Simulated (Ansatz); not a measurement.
Given:

NbAl₃:
```
NbAl3
1.0
   -1.91709     1.91709     4.28858
    1.91709    -1.91709     4.28858
    1.91709     1.91709    -4.28858
Al Nb
3 1
Direct
  0.50000   0.50000   0.00000
  0.75000   0.25000   0.50000
  0.25000   0.75000   0.50000
  0.00000   0.00000   0.00000
```

This is the r²SCAN-relaxed structure.

Q: All from r²SCAN in the plane-wave PAW code Ansatz, unless another level is named. Predict the density of states at the Fermi level.

A: 0.12 states/eV per atom (mean over ±0.08 eV).

Q: And the formation energy from the elements (no fitted shifts)?

A: -483 meV/atom.

Q: Next, the gap with spin–orbit coupling?

A: none (metallic).

Space group I4/mmm. The workflow started from a Materials Project entry (that database holds measured and hypothetical structures alike); the Crystallography Open Database copy checked does not list it. With Al and Nb taken as one species the cell has the higher symmetry I4/mmm, so it may be an ordered model of a mixed-site phase. Whether it is the stable phase at ambient conditions was not checked. Symmetry was held in the r²SCAN relaxation; of distortions, only those at the zone centre were tested. No spin polarisation was allowed. The references are the lowest solids computed at this level, not always the standard phases. Scalar-relativistic: spin–orbit coupling is off unless named, which matters more the heavier the elements.

Potentials: the later of the program's two PAW sets.
